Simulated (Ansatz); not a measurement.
C (diamond)

Space group Fd-3m, origin choice 1 (No. 227); a = b = c = 3.5603 Å, α = β = γ = 90.00°

| atom | site | symmetry | x | y | z |
|---|---|---|---|---|---|
| C | 8a | -43m | 0.0000 | 0.0000 | 0.0000 |
(The calculation used a cell of 2 atoms; values per cell refer to that cell.)

The volume is varied about the relaxed value V₀ at fixed cell shape. Symmetry pins the atoms to their sites.

All values below come from r2SCAN (plane waves to 500 eV, PAW, scalar-relativistic; Ansatz, a first-principles code). k mesh 16×16×16 (Γ-centred), Fermi-Dirac smearing 0.05 eV. Energies are smeared free energies. C was relaxed with its symmetry unable to fall. The zero of ΔE is the relaxed starting cell.

```json
[
 {"V (Å³/atom)": "5.303", "ΔE (meV/atom)": "31.4"},
 {"V (Å³/atom)": "5.370", "ΔE (meV/atom)": "19.7"},
 {"V (Å³/atom)": "5.438", "ΔE (meV/atom)": "10.9"},
 {"V (Å³/atom)": "5.506", "ΔE (meV/atom)": "4.7"},
 {"V (Å³/atom)": "5.573", "ΔE (meV/atom)": "1.2"},
 {"V (Å³/atom)": "5.641", "ΔE (meV/atom)": "0.0"},
 {"V (Å³/atom)": "5.709", "ΔE (meV/atom)": "1.1"},
 {"V (Å³/atom)": "5.776", "ΔE (meV/atom)": "4.4"},
 {"V (Å³/atom)": "5.844", "ΔE (meV/atom)": "9.7"},
 {"V (Å³/atom)": "5.912", "ΔE (meV/atom)": "17.0"},
 {"V (Å³/atom)": "5.980", "ΔE (meV/atom)": "26.1"}
]
```

Q: What is the fitted pressure derivative B₀′?

A: 3.7.

Q: What bulk modulus B₀ follows from a third-order Birch-Murnaghan fit?

A: 451 GPa. Check by three points about V = 5.641 Å³/atom, step 0.068: d²E/dV² ≈ (1.2 − 2·0.0 + 1.1) meV / 0.068² = 0.502 eV/Å⁶, and V·d²E/dV² × 160.2 = 454 GPa.

(A scan under strain: stresses follow from slopes of the energy per volume, elastic moduli from its curvatures.)
